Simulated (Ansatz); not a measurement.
A: CdO (rock salt), a = b = c = 4.768 Å, α = β = γ = 90.00°
B: MgO (rock salt), a = 4.2544 Å, b = 4.2544 Å, c = 4.2544 Å, α = 90.00°, β = 90.00°, γ = 90.00°
C: NiSi$_{2}$ (fluorite type, space group Fm-3m), a = b = c = 5.4441 Å, α = β = γ = 90.00°
D: InP (zinc blende), a = 5.9598 Å, b = 5.9598 Å, c = 5.9598 Å, α = 90.00°, β = 90.00°, γ = 90.00°
E: HfN (rock salt), a = b = c = 4.548 Å, α = β = γ = 90.00°

Scan: energy over volume and axial ratio (atoms clamped). One method and one kind of scan serve all of them; meshes and ranges differ. All were relaxed with their symmetry unable to fall. HfN is run without spin polarisation. NiSi2 is run without spin polarisation. Spin-orbit coupling is left out. The PAW data are Ansatz's earlier set.

Put the candidates in order of shear modulus C′ = (C11 − C12)/2 (fitted), highest first, for PBE (plane waves to 420 eV, PAW, scalar-relativistic; Ansatz, a first-principles code).

E (221 GPa), B (88 GPa), A (40 GPa), C (28 GPa), D (21 GPa)

(A scan under strain: stresses follow from slopes of the energy per volume, elastic moduli from its curvatures.)
